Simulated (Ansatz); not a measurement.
Varying the input for Na₃Cl₂

The reference input for Ansatz (plane-wave DFT with PAW):

```yaml
crystal:
  lattice:
    - [1.759951, -10.170256, 0.0]
    - [1.759951, 10.170256, 0.0]
    - [0.0, 0.0, 3.527636]
  atoms:
    - { symbol: Na, position: [0.5, 0.5, 0.0] }
    - { symbol: Na, position: [0.331011, 0.668989, 0.0] }
    - { symbol: Na, position: [0.668989, 0.331011, 0.0] }
    - { symbol: Cl, position: [0.913402, 0.086598, 0.5] }
    - { symbol: Cl, position: [0.086598, 0.913402, 0.5] }
basis:
  ecutwfc: 420
kpoints:
  mp_grid: { grid: [4, 4, 4] }
hamiltonian:
  xc: pbe
scf:
  occupations: { method: gaussian, width: 0.1 }
output:
  forces: true
  stress: true
  eigenvalues: true
```

Command:

```bash
ansatz run input.yaml --threads 1 --pin off --max-ram 1331MiB --backend cpu --events-out ev --progress --plain --runs-dir out
```

The run converges in 7 SCF iterations on 21 irreducible k-points: pressure 0.08 GPa, largest force 0.014 eV/Å, no gap.

These settings were drawn at random to show what each does; none of the numbers is a converged property of the crystal. Each trial's input is given as a difference from the reference's; energies are extrapolated to zero smearing where there is one, and pressure is positive in compression.

Trial 1:

```diff
 basis:
-  ecutwfc: 420
+  ecutwfc: "24 Ry"
 kpoints:
-  mp_grid: { grid: [4, 4, 4] }
+  mp_grid: { kspacing: 0.92 }
 hamiltonian:
-  xc: pbe
+  xc: pbesol
 scf:
-  occupations: { method: gaussian, width: 0.1 }
+  occupations: { method: fermi_dirac, width: "3000 K" }
+  convergence: { dr2_threshold: "1e-10 eV" }
```

The run converges in 12 SCF iterations on 6 irreducible k-points: pressure 1.35 GPa, largest force 0.313 eV/Å, no gap. It warns that the cutoff lies under the recommended one, 420 eV for these potentials.

Trial 2 (strained):

```diff
 crystal:
   lattice:
-    - [1.759951, -10.170256, 0.0]
-    - [1.759951, 10.170256, 0.0]
-    - [0.0, 0.0, 3.527636]
+    - [1.394698984, -9.5209992847, -0.5319440927]
+    - [2.0797481052, 9.6395462402, 0.3734125931]
+    - [-0.1588798282, 0.1570151645, 3.9474842268]
 basis:
-  ecutwfc: 420
+  ecutwfc: 270
 hamiltonian:
-  xc: pbe
+  xc: pbesol
 scf:
-  occupations: { method: gaussian, width: 0.1 }
+  occupations: { method: tetrahedron_uncorrected }
+  max_iter: 30
+  convergence: { dr2_threshold: "1e-4 eV" }
+accuracy: high
```

The run converges in 7 SCF iterations on 36 irreducible k-points: pressure -0.70 GPa, largest force 0.182 eV/Å, no gap. It warns that the printed bands weren't solved further after the SCF; that the cutoff lies under the recommended one, 420 eV for these potentials; that the SCF threshold is loose for the forces; that the SCF threshold is loose for the stress.

Trial 3:

```diff
 basis:
-  ecutwfc: 420
+  ecutwfc: 280
 hamiltonian:
-  xc: pbe
+  xc: hse
 scf:
+  n_extra_bands: 5
+  mixing:
+    algorithm: msr1
+    beta: 0.18
+    ndim: 12
+    preconditioner: none
+    q_tf: 1.4
+  initial_density: { chi_scale: 0, normalization: atom }
+  max_iter: 89
```

The program refuses the input:

```text
Error: YAML parse error: error: line 17 column 7: hamiltonian.xc: unknown variant `hse`, expected one of `lda`, `lda-pw`, `pw92`, `pbe`, `pbesol`, `rpbe`, `revpbe`, `blyp`, `pbe0`, `revpbe0`, `b3lyp`, `b3lyp5`, `hse06`, `wpbeh`, `hiss`, `lc_wpbe`, `cam_b3lyp`, `hf`, `r2scan` …
```

Next try, with these keys changed back:

```diff
 hamiltonian:
-  xc: hse
+  xc: pbe
```

The program refuses the input:

```text
Error: inconsistent input (scf.mixing.q_tf, scf.mixing.preconditioner): is only consumed by preconditioner: auto | kerker | kerker_dos | resta | local_kerker
```

Next try, with these keys changed back:

```diff
 scf:
-  mixing:
-    algorithm: msr1
-    beta: 0.18
-    ndim: 12
-    preconditioner: none
-    q_tf: 1.4
-  initial_density: { chi_scale: 0, normalization: atom }
```

The run converges in 7 SCF iterations on 21 irreducible k-points: energy 79.7 meV per atom above the reference, pressure 0.04 GPa, largest force 0.014 eV/Å, no gap. It warns that the cutoff lies under the recommended one, 420 eV for these potentials.

Trial 4 (atoms moved):

```diff
 crystal:
   atoms:
-    - { symbol: Na, position: [0.5, 0.5, 0.0] }
-    - { symbol: Na, position: [0.331011, 0.668989, 0.0] }
-    - { symbol: Na, position: [0.668989, 0.331011, 0.0] }
-    - { symbol: Cl, position: [0.913402, 0.086598, 0.5] }
-    - { symbol: Cl, position: [0.086598, 0.913402, 0.5] }
+    - { symbol: Na, position: [0.4751170203, 0.4829806234, -0.0454117742] }
+    - { symbol: Na, position: [0.3092611399, 0.6541220272, 0.0307396415] }
+    - { symbol: Na, position: [0.669886639, 0.337148575, -0.0490710518] }
+    - { symbol: Cl, position: [0.9025967872, 0.0750013778, 0.5086826344] }
+    - { symbol: Cl, position: [0.0777324387, 0.9028219632, 0.4885282378] }
 kpoints:
-  mp_grid: { grid: [4, 4, 4] }
+  mp_grid: { grid: [1, 1, 1] }
 scf:
+  mixing: { ndim: 12 }
+  max_iter: 40
```

The run converges in 8 SCF iterations on 1 irreducible k-point: energy 759 meV per atom above the reference, pressure 8.16 GPa, largest force 0.218 eV/Å, no gap.

Trial 5:

```diff
-basis:
-  ecutwfc: 420
+basis: {}
 scf:
+  eigensolver: { kind: davidson, full_accuracy: true }
+  max_iter: 93
```

The run converges in 6 SCF iterations on 21 irreducible k-points: the reference's energy to 0.01 meV per atom, pressure 0.08 GPa, largest force 0.014 eV/Å, no gap.

Trial 6 (volume scaled):

```diff
 crystal:
   lattice:
-    - [1.759951, -10.170256, 0.0]
-    - [1.759951, 10.170256, 0.0]
-    - [0.0, 0.0, 3.527636]
+    - [1.822251163, -10.5302709135, 0.0]
+    - [1.822251163, 10.5302709135, 0.0]
+    - [0.0, 0.0, 3.6525101005]
 scf:
+  n_extra_bands: 3
```

The run converges in 7 SCF iterations on 21 irreducible k-points: energy 13.9 meV per atom above the reference, pressure -1.52 GPa, largest force 0.102 eV/Å, no gap.

Trial 7:

```diff
 basis:
-  ecutwfc: 420
+  ecutwfc: 620
 kpoints:
-  mp_grid: { grid: [4, 4, 4] }
+  mp_grid: { grid: [2, 2, 2] }
 scf:
-  occupations: { method: gaussian, width: 0.1 }
+  occupations: { method: tetrahedron_uncorrected }
```

The run converges in 9 SCF iterations on 6 irreducible k-points: energy 252 meV per atom above the reference, pressure 2.02 GPa, largest force 0.259 eV/Å, no gap. It warns that the printed bands weren't solved further after the SCF.

Trial 8:

```diff
-basis:
-  ecutwfc: 420
+basis: {}
 kpoints:
-  mp_grid: { grid: [4, 4, 4] }
+  mp_grid: { grid: [2, 2, 2] }
 hamiltonian:
+  pseudopotentials: { kind: nc }
 scf:
-  occupations: { method: gaussian, width: 0.1 }
+  occupations: { method: fermi_dirac }
+  self_checks: high
```

The run converges in 9 SCF iterations on 6 irreducible k-points: at 1197 eV, the cutoff that these potentials take when none is typed, pressure 2.25 GPa, largest force 0.272 eV/Å, no gap.